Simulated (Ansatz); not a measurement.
CdSe (wurtzite)

```yaml
crystal:
  lattice:
    - [4.33999, 0.00000, 0.00000]
    - [-2.17000, 3.75854, 0.00000]
    - [0.00000, 0.00000, 7.07803]
  atoms:
    - { symbol: Cd, position: [0.66667, 0.33333, 0.00056] }
    - { symbol: Cd, position: [0.33333, 0.66667, 0.50056] }
    - { symbol: Se, position: [0.66667, 0.33333, 0.62464] }
    - { symbol: Se, position: [0.33333, 0.66667, 0.12464] }
```

The slice is a (0001) plane (indices of the conventional cell) through the point (0.333, 0.667, 0.125) (fractional), spanned by u = [110] and v = [1 -1 0] in vectors of this cell: u (4.34 Å) and v (7.52 Å, at 90° to u). It covers one period; positions are fractions (u, v).

Level of theory: r2SCAN (plane waves to 500 eV, PAW, scalar-relativistic; Ansatz, an electronic-structure program). k mesh 9×9×5. These are valence fields of a PAW run, semicore shells included where kept as valence: close to a nucleus they are smooth pseudo fields. CdSe was relaxed with its symmetry unable to fall.

**Question.** Sketch the electrostatic potential energy of an electron, from the cell's mean on this plane as a map.

**Answer.** 
```tsv
v \ u	0.00	0.12	0.25	0.38	0.50	0.62	0.75	0.88
0.93	x	x	-0.2	-0.3	<-3.0	-0.3	-0.2	x
0.86	<-3.0	0.5	1.4	<-3.0	x	<-3.0	1.4	0.5
0.79	4.8	4.5	2.3	<-3.0	x	<-3.0	2.3	4.5
0.71	5.5	5.2	3.9	1.3	-0.5	1.3	3.9	5.2
0.64	5.6	5.4	4.2	0.3	<-3.0	0.3	4.2	5.4
0.57	5.1	4.9	0.9	x	x	x	0.9	4.9
0.50	3.1	3.4	-2.9	x	x	x	-2.9	3.4
0.43	<-3.0	-0.3	-0.2	x	x	x	-0.2	-0.3
0.36	x	<-3.0	1.4	0.5	<-3.0	0.5	1.4	<-3.0
0.29	x	<-3.0	2.3	4.5	4.8	4.5	2.3	<-3.0
0.21	-0.5	1.3	3.9	5.2	5.5	5.2	3.9	1.3
0.14	<-3.0	0.3	4.2	5.4	5.6	5.4	4.2	0.3
0.07	x	x	0.9	4.9	5.1	4.9	0.9	x
0.00	x	x	-2.9	3.4	3.1	3.4	-2.9	x
```

Values: electrostatic potential energy of an electron, from the cell's mean, in eV. Points within 1 Å of a nucleus are blanked (x), as the pseudised field means little there. Values under -3 eV are set to -3. The zero, the cell's mean, hangs on the PAW cores.
